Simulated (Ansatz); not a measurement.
Question: Each is relaxed and computed with r²SCAN (plane waves, PAW; program Ansatz). Which is the only metal?
A. FeGe, C2/m (Pearson symbol mS16)
B. In2Ge2O7, C2/m (Pearson symbol mS22)
C. ZnGeAs2, chalcopyrite
D. RbCr5S8, C2/m (Pearson symbol mS28)

Answer: A, FeGe, C2/m (Pearson symbol mS16). FeGe: metal; In2Ge2O7: gap 2.75 eV (direct); RbCr5S8: gap 0.89 eV (indirect); ZnGeAs2: gap 0.60 eV (direct). Spin orders computed, not proven ground states: FeGe, C2/m (Pearson symbol mS16) ferromagnetic; RbCr5S8, C2/m (Pearson symbol mS28) ferromagnetic. Standing as an ambient phase not checked: FeGe, C2/m (Pearson symbol mS16); In2Ge2O7, C2/m (Pearson symbol mS22); RbCr5S8, C2/m (Pearson symbol mS28); ZnGeAs2, chalcopyrite. All cells were relaxed under the symmetry of their starts (and spin orders); stability against distortions was not tested throughout. Spin–orbit coupling is left out wherever it is not named.

Potentials: the later of the program's two PAW sets.
